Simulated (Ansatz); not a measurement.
CaO (rock salt, Fm-3m), PBE in the plane-wave PAW code Ansatz: ε∞ = 3.79, cell volume 28.18 Å³. Infrared-active transverse modes:

```json
[
 {"ω_TO (cm⁻¹)": "255.4", "oscillator strength S_xx (e²/amu)": "0.4837"}
]
```

Compute the static dielectric constant.

Each mode adds (4.921e7/V) S/ω²: 12.95. So ε0 = 16.7.

What LO frequency does the Lyddane–Sachs–Teller relation give?

ω_LO = ω_TO √(ε0/ε∞) = 537 cm⁻¹.

The PBE relaxation kept the symmetry of its start; phonons on a q-mesh show no instability.

Potentials: the later of the program's two PAW sets.
